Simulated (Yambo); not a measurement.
```
CELL_PARAMETERS angstrom
      4.93078     0.00000     0.00000
      0.00000     8.17971     0.00000
     -2.37805     0.00000     4.40403
ATOMIC_POSITIONS crystal
  O  0.45118 0.94627 0.59022
  O  0.54882 0.44627 0.40978
  O  0.65078 0.75069 0.30944
  O  0.34922 0.25069 0.69056
  O  0.10911 0.54542 0.53410
  O  0.89089 0.04542 0.46590
  O  0.67750 0.51129 0.96944
  O  0.32250 0.01129 0.03056
  Si 0.58146 0.93778 0.34949
  Si 0.41854 0.43778 0.65051
  Si 0.74575 0.56366 0.30622
  Si 0.25425 0.06366 0.69378
```

SiO2 (space group P2_1, No. 4): mean Im ε in 1 eV windows above the direct gap of 8.61 eV, for different electron-hole kernels (Yambo, broadening 0.15 eV, PBEsol (pw.x of Quantum ESPRESSO, ONCV potentials, no spin-orbit coupling) bands; 4×2×4 mesh, 20 valence and 14 conduction bands, static screening with 98 bands and a 3 Ry block, scissor 2.87 eV, Tamm-Dancoff; field along x).

```
window (eV)   independent quasiparticles  RPA (no attraction)  BSE
------------  --------------------------  -------------------  ---
8.6 to 9.6                           0.0                  0.0  3.9
9.6 to 10.6                          0.2                  0.2  2.4
10.6 to 11.6                         0.7                  0.5  1.1
11.6 to 12.6                         2.3                  1.7  1.7
12.6 to 13.6                         2.4                  2.3  1.3
```

This run doesn't resolve bound excitons or single peaks, so only averages are given, and they too depend on the mesh; weight that the attraction moves below the gap isn't listed. All transitions below 14.42 eV are in the band window. The scissor comes from a G0W0 run whose convergence isn't established.

Geometry of the Materials Project entry, not relaxed at this level.

This is not the ordinary phase of the substance; no match was found in the copy of COD used, and its stability was not checked.
